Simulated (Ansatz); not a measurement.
Input and command of a plane-wave DFT calculation in Ansatz:

```yaml
crystal:
  lattice:
    - [2.9529489688, 0.0, 0.0]
    - [-1.4764744844, 2.5573288231, 0.0]
    - [0.0, 0.0, 12.345187817]
  atoms:
    - { symbol: Ni, position: [0.0, 0.0, 0.5], spin: 1.08 }
    - { symbol: Ni, position: [0.0, 0.0, 0.0], spin: 1.08 }
    - { symbol: Ag, position: [0.6666666667, 0.3333333333, 0.75] }
    - { symbol: Ag, position: [0.3333333333, 0.6666666667, 0.25] }
    - { symbol: O, position: [0.3333333333, 0.6666666667, 0.4202646543] }
    - { symbol: O, position: [0.6666666667, 0.3333333333, 0.9202646543] }
    - { symbol: O, position: [0.6666666667, 0.3333333333, 0.5797353457] }
    - { symbol: O, position: [0.3333333333, 0.6666666667, 0.0797353457] }
basis:
  ecutwfc: 500
kpoints:
  mp_grid: { grid: [12, 12, 4] }
hamiltonian:
  xc: r2scan
scf:
  occupations: { method: gaussian, width: 0.1 }
output:
  forces: true
  stress: true
  eigenvalues: true
  populations: true
magnetization:
  spin_polarized: true
relax:
  adjacent_minimum: "off"
  f_tol: 0.01
  max_steps: 30
  cell: { stress_tol: 0.1, fix: [volume] }
```

```bash
ansatz run input.yaml --threads 2 --pin off --max-ram 5120MiB --backend cpu --events-out ev --progress --plain --runs-dir out
```

Processor: Intel(R) Xeon(R) Processor @ 2.50GHz (Skylake/Cascade Lake), 2 threads, on a host shared with other jobs.

Q: Estimate time, memory and problem size.

A: About 6.4 min on 2 threads of Intel(R) Xeon(R) Processor @ 2.50GHz (Skylake/Cascade Lake), on a shared host, peak memory 1.1 GiB. It solves 61 bands at 57 k points (the mesh reduced by symmetry) with about 2433 plane waves, in 46 SCF iterations over 4 ionic steps.
